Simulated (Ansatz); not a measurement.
ZnAg:
```yaml
crystal:
  lattice:
    - [2.85207, 0.00000, 0.00000]
    - [-1.42604, 2.46997, 0.00000]
    - [0.00000, 0.00000, 4.36422]
  atoms:
    - { symbol: Zn, position: [0.00000, 0.00000, 0.00000] }
    - { symbol: Ag, position: [0.33333, 0.66667, 0.50000] }
```

Relaxed with PBEsol. Special points in fractions of this cell's reciprocal vectors: Γ (0.000, 0.000, 0.000); M (0.500, 0.000, 0.000); K (0.333, 0.333, 0.000); A (0.000, 0.000, 0.500); L (0.500, 0.000, 0.500); H (0.333, 0.333, 0.500).

### Question
List the band energies nearest the Fermi level at these points for PBEsol with spin–orbit coupling in the plane-wave PAW code Ansatz.

### Answer
In eV from the Fermi level; about four levels below and three above (degenerate sets whole), none deeper than 8.9 eV; points with the same levels are listed once.

```csv
k,below,above
Γ,-3.86 -3.86 -1.34 -1.34,2.43 2.43 14.96 14.96
M,-2.42 -2.42 -0.27 -0.27,5.54 5.54 5.87 5.87
K,-4.86 -4.86 -4.63 -4.60 -4.55,0.43 0.46 0.76
A,-4.11 -4.11 -3.89 -3.89,10.26 10.26 11.82 11.82
L,-1.51 -1.51 -0.29 -0.29,1.42 1.42 3.50 3.50
H,-5.02 -4.75 -4.17 -4.15,0.87 0.93 2.71
```

Space group P-6m2. The first step of the workflow began from a Materials Project structure, measured or hypothetical; the Crystallography Open Database copy checked does not list it. COD files the formula under space group No. 221. With Zn and Ag taken as one species the cell has the higher symmetry P6_3/mmc, so it may be an ordered model of a mixed-site phase. Its standing as an ambient phase is unchecked. The PBEsol relaxation kept the symmetry of its start; its stability against distortions is not shown here. The run is not spin-polarised.

Potentials: the later of the program's two PAW sets.
